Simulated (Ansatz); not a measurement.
Ta$_{2}$C in space group P4/nmm (No. 129; Ta on 2a, Ta on 2c, C on 2c) under volume change, DFT-r²SCAN in the program Ansatz with PAW potentials, shape and atoms relaxed at each volume.

```csv
V (Å³/atom),E − E(relaxed) (meV/atom),P (GPa)
12.105,103.7,30.17
12.505,43.5,18.45
12.904,10.3,8.49
13.303,0.0,-0.01
13.702,9.3,-7.27
14.101,35.3,-13.48
14.500,75.7,-18.77
```

Q: What does a third-order Birch–Murnaghan fit give for V₀, B₀ and B′?

A: V₀ = 13.30 Å³/atom, B₀ = 262 GPa, B′ = 4.3.

A made-up cell: these elements were put on the sites of a structure type; neither database checked (COD, Materials Project) lists it. COD files the formula under space group No. 164. Its standing as an ambient phase is unchecked. The r²SCAN relaxation kept the symmetry of its start; whether a distortion lowers the energy is not shown. The run is not spin-polarised. Spin–orbit coupling is left out wherever it is not named.

Potentials: the later of the program's two PAW sets.
